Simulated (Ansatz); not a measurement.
GaN:
```
GaN
1.0
    0.00000     2.22759     2.22759
    2.22759     0.00000     2.22759
    2.22759     2.22759     0.00000
Ga N
1 1
Direct
  0.00000   0.00000   0.00000
  0.25000   0.25000   0.25000
```

Relaxed with LDA. Special points in fractions of this cell's reciprocal vectors: Γ (0.000, 0.000, 0.000); X (0.500, 0.000, 0.500); U (0.625, 0.250, 0.625); K (0.375, 0.375, 0.750); L (0.500, 0.500, 0.500); W (0.500, 0.250, 0.750).

Question: List the band energies nearest the valence-band maximum at these points for DFT-LDA in the program Ansatz with PAW potentials.

Answer: In eV from the valence-band maximum; about four levels below and three above (degenerate sets whole), none deeper than 8.9 eV; … stands for higher levels left out; points with the same levels are listed once.

```json
[
 {"k": "Γ", "below": "0.00 0.00 0.00", "above": "1.96 …"},
 {"k": "X", "below": "-6.35 -2.86 -2.86", "above": "3.27 6.68 …"},
 {"k": "U", "below": "-6.09 -4.49 -2.30", "above": "4.94 7.99 …"},
 {"k": "L", "below": "-7.35 -1.02 -1.02", "above": "4.77 8.77 …"},
 {"k": "W", "below": "-5.91 -3.89 -3.86", "above": "6.19 8.58 …"}
]
```

Space group F-43m (zinc blende). The cell was relaxed with LDA under the symmetry of its start. Scalar-relativistic: spin–orbit coupling is off unless named, which matters more the heavier the elements.

Potentials: the earlier of the program's two PAW sets. The files were generated under PBE; for other functionals the program regenerates the frozen cores, and for LDA and PBEsol the local potential too.
